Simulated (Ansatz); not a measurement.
BN (CsCl type, Pm-3m) under volume change, r²SCAN (plane waves, PAW; program Ansatz), scaled uniformly.

| V (Å³/atom) | E − E(relaxed) (meV/atom) | P (GPa) |
|---|---|---|
| 5.622 | 47.0 | 29.28 |
| 5.807 | 19.8 | 18.06 |
| 5.992 | [?] | [?] |
| 6.178 | 0.0 | 0.01 |
| 6.363 | [?] | [?] |
| 6.548 | 15.2 | -12.32 |
| 6.734 | 32.3 | -17.21 |

Fill in the missing entries.


- 5.992, E − E(relaxed) (meV/atom): 4.7
- 5.992, P (GPa): 8.31
- 6.363, E − E(relaxed) (meV/atom): 4.1
- 6.363, P (GPa): -6.75

What does a third-order Birch–Murnaghan fit give for V₀, B₀ and B′?

V₀ = 6.18 Å³/atom, B₀ = 247 GPa, B′ = 4.8.

A made-up cell: these elements were put on the sites of a structure type; neither database checked (COD, Materials Project) lists it. It is not the phase usual at ambient conditions (space group No. 186, 194, 216). The cell was relaxed with r²SCAN under the symmetry of its start. At this level the phase is mechanically unstable.

Potentials: the later of the program's two PAW sets.
